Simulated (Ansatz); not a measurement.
CaZn2Sb2:
```
CaZn2Sb2
1.0
    4.44050     0.00000     0.00000
   -2.22025     3.84558     0.00000
    0.00000     0.00000     7.46149
Zn Ca Sb
2 1 2
Direct
  0.33333   0.66667   0.63191
  0.66667   0.33333   0.36809
  0.00000   0.00000   0.00000
  0.33333   0.66667   0.25871
  0.66667   0.33333   0.74129
```

r²SCAN (plane waves, PAW; program Ansatz) gives a gap of 0.13 eV without spin–orbit coupling, maximum at Γ, minimum on the Γ–A line, 10 % of the way from Γ.

Problem. What happens when spin–orbit coupling is switched on?

Solution. The gap closes at this level.

Space group P-3m1. The workflow started from an entry of the Crystallography Open Database (COD). Its standing as an ambient phase is unchecked. Symmetry was held in the r²SCAN relaxation; its stability against distortions is not shown here.

Potentials: the later of the program's two PAW sets.
